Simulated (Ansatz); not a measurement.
The end of the path is a generated cell of MoRu: the first start was made by placing the elements on the sites of a structure type, and the end was not matched to a known phase here, so it may be hypothetical.

A geometry of MoRu away from equilibrium: the start of the relaxation of a generated trial cell of MoRu in the AFLOW prototype AB_oC8_65_j_g (as in VIr). All values below come from PBEsol (plane waves to 420 eV, PAW, scalar-relativistic; Ansatz, a quantum-chemistry and plane-wave program). Γ-centred k-mesh 7×7×11 on the run's cell (coarser than for final values), Fermi–Dirac smearing 0.05 eV.

```xyz
4
Lattice="3.0105 -3.4063 0.0000 3.0105 3.4063 0.0000 0.0000 0.0000 2.8194" Properties=species:S:1:pos:R:3:forces:R:3 pbc="T T T" free_energy=-21427.728 pressure_GPa=-1.7
Ru     3.0105    -1.9075     1.4097    0.0000   -0.2602    0.0000
Ru     3.0105     1.9075     1.4097    0.0000    0.2602    0.0000
Mo     1.6859     0.0000     0.0000    1.5000    0.0000    0.0000
Mo     4.3351     0.0000     0.0000   -1.5000    0.0000    0.0000
```

Positions in Å, forces in eV/Å, free energy of the cell in eV (comparable only within this code, potentials and settings). Largest force: 1.50 eV/Å, on Mo3, Mo4 (atoms numbered as listed); the geometry lies 0.04 eV/atom above the end of its relaxation.

No spin polarisation in the result.

The run could not lose the symmetry of its start; a randomly shaken copy of 8 atoms returns to this structure.
